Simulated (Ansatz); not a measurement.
**Zone-centre phonons of Ge at 3 GPa: input and output**

Level of theory: DFT LDA, scalar-relativistic, plane waves, PAW (Ansatz 0.2.0).

Launched with:
```bash
ansatz run input.yaml --threads 1 --pin off --max-ram 3072MiB --backend cpu --events-out ev --progress --plain --runs-dir out
```

Input (bare energies are in eV):
```yaml
crystal:
  lattice:
    - [0.0, 2.7758617513, 2.7758617513]
    - [2.7758617513, 0.0, 2.7758617513]
    - [2.7758617513, 2.7758617513, 0.0]
  atoms:
    - { symbol: Ge, position: [0.5, 0.5, 0.5] }
    - { symbol: Ge, position: [0.75, 0.75, 0.75] }
basis:
  ecutwfc: 420
kpoints:
  mp_grid: { grid: [14, 14, 14] }
hamiltonian:
  xc: lda
scf:
  occupations: { method: fermi_dirac, width: 0.15 }
output:
  eigenvalues: true
phonons:
  method: dfpt
  eigenvectors: true
```

The end of the output:
```
--- Phonons (Γ-DFPT): 1 representative perturbation + reference, on 244 of 2744 k-points (Σ response iterations 3) ---
  k mesh reduced under 8 symmetry operations, with k and −k counted as one. Each operation leaves every solved displacement unchanged or reverses it
  ASR residual: 1.891e-6 → 0.000e0 eV/Å²; symmetrization residual: 1.432e-12 eV/Å²
  ASR residual per site (eV/Å²): 1.89e-6 1.89e-6
  Γ frequencies (cm⁻¹): 0.00 0.00 0.00 300.65 300.65 300.65
  non-analytic LO–TO correction: not included (Born effective charges unavailable; polar crystals: no LO–TO splitting at Γ)
```

It took 29 s on 1 thread of AMD EPYC 7R43 64-Core Processor (Zen 3), with other jobs on the host, peak memory 0.88 GiB.